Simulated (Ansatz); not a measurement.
## NiPS₃ (C2/m): electronic heat capacity and spin susceptibility from the density of states

Method: DFT PBEsol, scalar-relativistic, plane waves, PAW in Ansatz.

Plane waves to 420 eV, a k mesh through Γ of 8×8×6 on the computed 10-atom cell and Gaussian smearing (0.10 eV); no spin polarisation.

Relaxed cell: C2/m, a = 5.713 Å, b = 9.912 Å, c = 6.532 Å, α = 90.00°, β = 106.93°, γ = 90.00°, 10 atoms in the primitive cell. Whether it is the stable form of this composition wasn't checked.

The density of states at the Fermi level is 3.455 states/eV in the cell of 10 atoms (2 formula units; both spins, tetrahedra on a 12×12×9 mesh). Averaged over bins of 0.1 eV the density runs from 3.8 to 8.1 states/eV within 0.2 eV of the Fermi level, so the figure hangs on the exact place of that level.

**Question.** What Sommerfeld coefficient and Pauli susceptibility does this give?

**Answer.** Per formula unit N(E_F) = 1.727 states/eV. γ = (π²/3) k_B² N(E_F) N_A = 2.357 mJ/(mol K²) per state/eV, so γ = 4.1 mJ/(mol K²), a mole of formula units. χ_P = μ_B² N(E_F) N_A = 3.23×10⁻⁵ emu/mol per state/eV gives 5.6×10⁻⁵ emu/mol. This is the bare band result: a measured γ of the same phase is as a rule larger by a factor 1 + λ from phonons and spin fluctuations, the spin part of χ is larger by the Stoner factor, and a measured χ also holds orbital and core terms. N(E_F) at one energy is sensitive to the mesh where the density of states has sharp peaks.

The cell holds layers, and where no dispersion correction was added their binding is poorly described.

A ferromagnetic start lost its moments in a first run, so spin was left out; other magnetic orders weren't tried.

Cost: 1 run of about 5.3 core-minutes, on Intel Xeon Platinum 8488C (Sapphire Rapids) (shared hosts).